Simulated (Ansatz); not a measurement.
Phonon spectrum of SrZrO2

The calculation used Ansatz, DFT PBE, scalar-relativistic, plane waves, PAW. Plane waves to 420 eV; Γ-centred k mesh 8×8×10; Gaussian smearing of 0.10 eV. No spin polarisation. Phonons by linear response, acoustic sum rule imposed.

The cell, relaxed at this level:
```yaml
crystal:
  lattice:
    - [4.22317, 0.00000, 0.00000]
    - [0.00000, 4.22317, 0.00000]
    - [0.00000, 0.00000, 3.65799]
  atoms:
    - { symbol: Sr, position: [0.50000, 0.50000, 0.50000] }
    - { symbol: Zr, position: [0.00000, 0.00000, 0.00000] }
    - { symbol: O, position: [0.50000, 0.00000, 0.00000] }
    - { symbol: O, position: [0.00000, 0.50000, 0.00000] }
```

The cell was found from a structure generator's guess, not taken from experiment. In a metal, frequencies and elastic constants depend on the k mesh and the smearing, soft modes and shear constants most. Some empty bands missed the eigensolver's threshold. The q mesh is coarse, so values between its points are rough. A semilocal functional can close a gap that the real compound has.

Force constants from linear response on a 2×2×2 q mesh.

Path: Γ–X–M–Γ–Z–R–A–Z | X–R | M–A. Only the points of the 2×2×2 mesh were computed; the rest is interpolation, which is rough on so few points. On the mesh no mode is imaginary. Distance along the path (Å⁻¹), then the branches (cm⁻¹, negative for imaginary):
```
0.000  0 0 0 131 145 145 221 221 244 316 437 437
0.186  30 38 74 130 148 160 226 241 242 312 435 461
0.372  58 71 113 127 147 193 237 241 283 303 430 518
0.558  83 98 124 128 138 220 227 260 296 319 424 573
0.744  95 116 122 126 132 220 230 268 294 333 421 594
0.930  95 110 112 126 174 207 221 273 287 348 439 595
1.116  94 101 103 138 164 224 230 268 278 374 475 601
1.302  94 95 96 124 156 227 243 270 283 394 496 619
1.488  94 94 94 104 167 228 228 284 284 400 501 629
1.751  89 94 104 137 147 231 250 265 273 386 494 606
2.014  78 80 120 128 168 213 236 249 283 336 472 542
2.277  41 54 99 129 157 161 231 242 260 307 447 470
2.540  0 0 0 131 145 145 221 221 244 316 437 437
2.755  36 36 47 136 144 144 222 222 243 309 442 442
2.969  68 68 82 141 141 148 225 225 241 294 454 454
3.184  94 94 95 133 133 160 229 229 239 281 466 466
3.399  96 108 108 124 124 166 230 230 238 276 471 471
3.585  81 109 122 132 141 167 236 237 250 273 470 494
3.771  64 110 137 138 144 194 229 254 266 288 466 547
3.957  52 110 131 147 153 213 220 261 274 321 462 599
4.143  49 111 129 150 155 215 218 260 282 334 460 620
4.329  52 112 130 147 182 197 213 253 286 341 478 623
4.514  62 115 134 139 151 210 232 235 288 354 512 636
4.700  78 97 119 128 140 206 214 271 286 365 532 660
4.886  67 90 120 120 142 205 205 286 286 368 537 671
5.149  71 116 119 131 138 210 220 271 274 360 528 646
5.412  59 116 133 137 163 223 233 248 248 326 505 578
5.676  73 111 127 136 148 181 234 235 269 269 481 504
5.939  96 108 108 124 124 166 230 230 238 276 471 471
6.046  96 115 118 128 135 220 230 269 293 333 422 596
6.261  100 106 114 137 142 219 229 273 283 332 433 602
6.475  76 112 120 147 148 216 224 270 278 332 448 612
6.690  53 111 128 149 154 215 219 261 282 334 458 619
6.797  94 94 94 104 167 228 228 284 284 400 501 629
7.012  99 99 99 103 158 225 225 284 284 396 506 636
7.227  87 108 108 121 134 217 217 285 285 385 519 651
7.441  74 105 117 117 136 208 208 285 285 373 532 665
7.656  67 90 120 120 142 205 205 286 286 368 537 671
```
